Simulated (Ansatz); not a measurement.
Relaxed-ion elastic tensor of Al$_{2}$Ru (MoSi2 or CaC2 type, I4/mmm) in GPa (Voigt order), PBEsol (plane waves, PAW; program Ansatz); density 6.27 g/cm³, 13.68 Å³ per atom.

```csv
,1,2,3,4,5,6
1,303,122,118,0.0,0.0,0.0
2,122,303,118,0.0,0.0,0.0
3,118,118,283,0.0,0.0,0.0
4,0.0,0.0,0.0,172,0.0,0.0
5,0.0,0.0,0.0,0.0,172,0.0
6,0.0,0.0,0.0,0.0,0.0,135
```

Question: Is the crystal mechanically stable?

Answer: Yes: the smallest eigenvalue of C is 135 GPa.

Question: Work out the Voigt, Reuss and Hill averages.

Answer: K_V = 178, K_R = 178, K_H = 178; G_V = 131, G_R = 120, G_H = 126 GPa.

Question: Give Young's modulus, Poisson's ratio, Pugh's ratio and the universal anisotropy index.

Answer: E = 9KG/(3K + G) = 305 GPa; ν = 0.21; K/G = 1.42 (brittle by the Pugh limit of 1.75); A_U = 5G_V/G_R + K_V/K_R − 6 = 0.46.

Question: Estimate the sound speeds and the Debye temperature.

Answer: v_l = √((K + 4G/3)/ρ) = 7420 m/s, v_t = √(G/ρ) = 4470 m/s, mean 4950 m/s; Θ = (h/k)(3n/4πV)^(1/3) v_m = 616 K.

Question: How much does each axis shrink under pressure?

Answer: Linear compressibilities β_i = Σ_j S_ij (j = 1 to 3): x 1.8, y 1.8, z 2.0 per TPa.

The first step of the workflow began from a Materials Project structure, measured or hypothetical; the Crystallography Open Database copy checked does not list it. With Al and Ru taken as one species the cell has the higher symmetry I4/mmm, so it may be an ordered model of a mixed-site phase. Its standing as an ambient phase is unchecked. The PBEsol relaxation kept the symmetry of its start; of distortions, only those at the zone centre were tested. No spin polarisation was allowed. As this level gives no gap, shear constants depend on the k-mesh and smearing (Fermi–Dirac, 0.1 eV here).

Potentials: the later of the program's two PAW sets.
